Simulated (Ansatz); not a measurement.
YTe:
Space group Fm-3m (No. 225); a = 6.1649 Å, b = 6.1649 Å, c = 6.1649 Å, α = 90.00°, β = 90.00°, γ = 90.00°

| atom | site | symmetry | x | y | z |
|---|---|---|---|---|---|
| Y | 4b | m-3m | 0.5000 | 0.5000 | 0.5000 |
| Te | 4a | m-3m | 0.0000 | 0.0000 | 0.0000 |
(The calculation used a cell of 2 atoms; values per cell refer to that cell.)

Relaxed with r²SCAN.

Q: Tabulate the valence density and the electron localisation function along the shortest Y–Te contact (3.08 Å), the program Ansatz at the r²SCAN level (PAW).

A: 

| distance from Y (Å) | density (e/Å³) | ELF |
|---|---|---|
| 0.31 | 3.65 | 0.67 |
| 0.46 | 3.42 | 0.81 |
| 0.62 | 2.53 | 0.85 |
| 0.77 | 1.52 | 0.81 |
| 0.92 | 0.78 | 0.63 |
| 1.08 | 0.39 | 0.28 |
| 1.23 | 0.23 | 0.11 |
| 1.39 | 0.19 | 0.14 |
| 1.54 | 0.22 | 0.38 |
| 1.70 | 0.28 | 0.64 |
| 1.85 | 0.38 | 0.69 |
| 2.00 | 0.53 | 0.62 |
| 2.16 | 0.75 | 0.53 |
| 2.31 | 1.42 | 0.42 |
| 2.47 | 3.58 | 0.24 |
| 2.62 | 7.50 | 0.07 |
| 2.77 | 12.21 | 0.01 |

The density is the valence pseudo-density with augmentation charge, so density and ELF within about 1 Å of a nucleus are not all-electron values.

The workflow started from an entry of the Crystallography Open Database (COD). Its standing as an ambient phase is unchecked. The cell was relaxed with r²SCAN under the symmetry of its start; whether a distortion lowers the energy is not shown. The run is not spin-polarised. Spin–orbit coupling is left out wherever it is not named.

Potentials: the later of the program's two PAW sets.
